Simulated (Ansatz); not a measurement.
Pd (fcc, Cu type)

```
CELL_PARAMETERS angstrom
      0.00000     1.93787     1.93787
      1.93787     0.00000     1.93787
      1.93787     1.93787     0.00000
ATOMIC_POSITIONS crystal
  Pd 0.00000 0.00000 0.00000
```

Equation-of-state scan: isotropic scaling of the cell above, V₀ being its volume. Symmetry pins the atoms to their sites.

All values below come from PBEsol (plane waves to 420 eV, PAW, scalar-relativistic; Ansatz, a first-principles code). k mesh 21×21×21 (Γ-centred), Fermi-Dirac smearing 0.05 eV. The energy includes the smearing's −TS. Stress and pressure are positive under compression. Pd is run without spin polarisation. Pd was relaxed with its symmetry unable to fall. ΔE is measured from the relaxed starting cell. The last digit holds for this mesh only.

```
V (Å³/atom)  ΔE (meV/atom)
-----------  -------------
13.099               116.0
13.463                61.5
13.827                25.8
14.191                 6.1
14.555                 0.0
14.919                 5.5
15.282            withheld
15.646                44.6
16.010                75.5
```

Fit a third-order Birch-Murnaghan form (E₀, V₀, B₀, B₀′ free) to the given rows and predict ΔE at V = 15.282.

Least squares on the 8 given rows: ΔE = E₀ + (9V₀B₀/16)·y²·[2 + (B₀′ − 4)y], y = (V₀/V)^(2/3) − 1, with V₀ = 14.554 Å³/atom, B₀ = 203.8 GPa (160.2 GPa = 1 eV/Å³; the term in eV is multiplied by 1000), B₀′ = 5.42, E₀ = 0.00 meV/atom; root-mean-square residual 0.05 meV/atom. At 15.282 the fit gives 20.9 meV/atom; the calculation gives 20.9 meV/atom, the same to the digits shown. For the pressure the fit gives -8.7 GPa against the computed -8.7 GPa.

(A scan under strain: stresses follow from slopes of the energy per volume, elastic moduli from its curvatures.)
